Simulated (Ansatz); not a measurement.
Consider the following.

InP (zinc blende)

```
InP
1.0
    0.00000     2.95342     2.95342
    2.95342     0.00000     2.95342
    2.95342     2.95342     0.00000
P In
1 1
Direct
  0.25000   0.25000   0.25000
  0.00000   0.00000   0.00000
```

This relaxed cell (volume V₀) is scaled evenly in all directions, its shape held. Symmetry pins the atoms to their sites.

Method: r2SCAN (plane waves to 500 eV, PAW, scalar-relativistic; Ansatz, an electronic-structure program). k mesh 10×10×10 (Γ-centred), Fermi-Dirac smearing 0.05 eV. Energies are smeared free energies. Stress and pressure are positive under compression. InP was relaxed with its symmetry unable to fall. The zero of ΔE is the relaxed starting cell.

The scan covers V/V₀ from 0.840 to 1.160 in 9 points.

Task: What is the fitted pressure derivative B₀′?

Result: 4.5.

Task: What bulk modulus B₀ follows from a third-order Birch-Murnaghan fit?

Result: 68.0 GPa.

(Under strain, the slope of the energy per volume gives the stress and its curvature an elastic modulus.)
